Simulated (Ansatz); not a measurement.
Polymorphs and borrowed structures of PbZrI6

PbZrI6 was placed in 5 structures, borrowed from other compounds or built from prototypes, and relaxed with PBEsol and then r2SCAN+rVV10 in the PAW code Ansatz, symmetry kept. Energies are static, from a final single point; gaps are the least over its mesh and special points. All cells are spin-unpolarised, without nuclear motion, and some may be hypothetical.

```csv
start,ends in,volume (Å³/atom),"energy, r2SCAN+rVV10 (meV/atom)","gap, r2SCAN+rVV10 (eV)",shaken (PBEsol)
AlSiNi6 type (No. 123),P4/mmm,33.78,887,metal,falls 732 meV
MgZrF6 type (No. 225),Fm-3m,54.69,169,1.88,falls 116 meV
MgTiF6 type (No. 148),R-3,40.30,0,1.59,returns (8 atoms)
TaNbAl6 type (No. 123),P4/mmm,31.93,695,metal,falls 531 meV
CuSnF6 type (No. 2),R-3,40.30,0,1.59,returns (8 atoms)
```
Energies count from the lowest cell; the last column tells what a randomly displaced small cell does when relaxed without symmetry, which tests only the distortions that fit it.

Of the symmetric cells the lowest is the one started from MgTiF6 type (No. 148), which ends in R-3 (No. 148), 169 meV an atom below the next (MgZrF6 type (No. 225)). With PBEsol some shaken cells land within 15 meV an atom of the lowest symmetric one. Other structures, not tried here, could lie lower.

The start from CuSnF6 type (No. 2) relaxes into the same structure as MgTiF6 type (No. 148). The cells shaken are PBEsol's, whose volumes can differ from those tabled by ten per cent. The falls are PBEsol's, in meV an atom on the shaken cell's own mesh; a cell that falls isn't a minimum, and its place in the table may change once it distorts.

The cells in order of energy (the first three):
- MgTiF6 type (No. 148): R-3, 40.30 Å³ an atom. Zr has 6 I at 2.86 Å; Pb has 6 I at 3.22 Å; I has 1 Zr at 2.86 Å and 1 Pb at 3.22 Å.
- MgZrF6 type (No. 225): Fm-3m, 54.69 Å³ an atom. Around Zr lie 6 I at 2.85 Å; around Pb lie 6 I at 3.18 Å; around I lie 1 Zr at 2.85 Å and 1 Pb at 3.18 Å.
- TaNbAl6 type (No. 123): P4/mmm, 31.93 Å³ an atom. Zr is surrounded by 12 I at 3.35–3.73 Å; I is surrounded by 8 I at 3.65 Å and 4 Pb at 3.73 Å; I is surrounded by 8 I at 3.35 Å and 4 Zr at 3.73 Å; I is surrounded by 2 Zr at 3.35 Å and 8 I at 3.35–3.73 Å and 2 Pb at 3.65 Å; Pb is surrounded by 12 I at 3.65–3.73 Å.

The lowest symmetric cell:
```xyz
8
Lattice="3.7052 2.1392 6.7792 -3.7052 2.1392 6.7792 0.0000 -4.2784 6.7792" Properties=species:S:1:pos:R:3 pbc="T T T"
Zr    0.0000    0.0000   10.1688
Pb    0.0000    0.0000    0.0000
I    -1.3360    1.9490   11.7862
I     2.3558    0.1825   11.7862
I     1.0199    2.1315    8.5514
I    -2.3558   -0.1825    8.5514
I     1.3360   -1.9490    8.5514
I    -1.0199   -2.1315   11.7862
```

Spin-orbit coupling is left out; in compounds of Pb, Bi, Tl or Hg it can lower a gap by up to about 1 eV, split its edges or invert the bands.

For some runs the program warns that the potential is rough where the density is thin, which bears on the empty states there.
